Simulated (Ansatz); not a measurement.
An element in the bcc structure gives these cold pressures by all-electron LAPW under LDA (Ansatz 0.2.0, scalar-relativistic, no spin polarisation).

```json
{"V (Å³/atom)": "17.39", "P (GPa)": "0.03"}
{"V (Å³/atom)": "16.00", "P (GPa)": "6.45"}
{"V (Å³/atom)": "14.61", "P (GPa)": "16.85"}
{"V (Å³/atom)": "13.22", "P (GPa)": "33.8"}
{"V (Å³/atom)": "11.83", "P (GPa)": "62.3"}
{"V (Å³/atom)": "10.43", "P (GPa)": "111.3"}
{"V (Å³/atom)": "9.04", "P (GPa)": "199.4"}
{"V (Å³/atom)": "7.83", "P (GPa)": "341.3"}
```

Question: Which element is it?

Answer: Ga. Its zero-pressure volume in this structure is near 17.4 Å³/atom; the volume and the steepness of P(V) together point to it, though neighbours can come close. Neighbours weren't tried against these numbers.
